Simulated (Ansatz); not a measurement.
WS2 (fluorite, Fm-3m) at seven volumes, DFT-PBE in the program Ansatz with PAW potentials, scaled uniformly. One row is withheld.

```tsv
V (Å³/atom)	P (GPa)
15.344	17.78
15.850	10.80
16.356	4.90
16.862	0.00
17.368	-4.14
17.873	?
18.379	-10.70
```

### Question
Fit the shown pressures and predict the withheld one.

### Answer
P = (3/2)B₀(x^(7/2) − x^(5/2))[1 + (3/4)(B′ − 4)(x − 1)] with x = (V₀/V)^(2/3). Least squares on the six rows gives V₀ = 16.861 Å³/atom, B₀ = 151 GPa, B′ = 4.64. At V = 17.873, x = 0.9619 and P = -7.69 GPa. The run itself gave -7.68 GPa.

A made-up cell: these elements were put on the sites of a structure type; neither database checked (COD, Materials Project) lists it. It is not the phase usual at ambient conditions (space group No. 194). Symmetry was held in the PBE relaxation; its stability against distortions is not shown here. No spin polarisation was allowed. Scalar-relativistic: spin–orbit coupling is off unless named, which matters more the heavier the elements.

Potentials: the later of the program's two PAW sets.
